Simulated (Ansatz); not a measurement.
System: Ag (fcc type), 1 atom in the cell.

Computed with Ansatz, PBE with spin–orbit coupling, all-electron LAPW, point nucleus.

k-mesh 4×4×4 Γ-centred; Fermi–Dirac smearing of 0.15 eV.

```
Ag
1.0
     0.00000    2.07240    2.07240
     2.07240    0.00000    2.07240
     2.07240    2.07240    0.00000
Ag
1
Cartesian
  0.0000 0.0000 0.0000
```

(1) Is the cell under compression or tension, and by how much?

Results:

(1) The pressure is 0.85 GPa, so at these settings the cell is compressed and would expand.

The k-mesh is coarse, so these values belong to this mesh and can lie far from the converged ones.
